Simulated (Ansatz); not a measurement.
One crystal and one scan (energy against volume) at two levels, PBE (plane waves to 420 eV, PAW, scalar-relativistic; Ansatz, a first-principles code) and PBEsol (plane waves to 420 eV, PAW, scalar-relativistic; Ansatz), each from its own relaxed cell and on its own mesh.

The crystal is Al2O3 (corundum); the cell is scaled evenly about its relaxed volume V₀.

Energies are smeared free energies. Al2O3 was relaxed with its symmetry unable to fall. The PAW data are Ansatz's earlier set. With the shape held, the modulus is that of even scaling; a crystal free to change shape is softer. Both scans cover V/V₀ from 0.940 to 1.060.

```
quantity                                                                     run 1  run 2
---------------------------------------------------------------------------  -----  -----
Lattice constant a (Å)                                                       4.773  4.808
Lattice constant c (Å)                                                       13.01  13.12
Relaxed volume (Å³/atom)                                                      8.56   8.76
Band gap of the relaxed cell, no spin-orbit coupling (eV)                     6.04   5.86
Pressure at the smallest volume (GPa)                                         17.0   16.1
Energy cost of the largest compression (meV/atom)                             25.8   25.2
Energy cost of the largest expansion (meV/atom)                               21.1   20.5
Bulk modulus at fixed cell shape B₀ (third-order Birch-Murnaghan fit) (GPa)  242.2  230.4
Pressure for 5 % compression (fit) (GPa)                                      13.8   13.1
```

Which run is which level?

Run 2 is PBE, run 1 is PBEsol. PBE gives the higher value for: lattice constant a; lattice constant c; relaxed volume. PBE gives the lower value for: band gap of the relaxed cell, no spin-orbit coupling; pressure at the smallest volume; energy cost of the largest compression; energy cost of the largest expansion; bulk modulus at fixed cell shape B₀; pressure for 5 % compression. Neither level is exact: the differences show how much the result hangs on the functional.

(Under strain, the slope of the energy per volume gives the stress and its curvature an elastic modulus.)
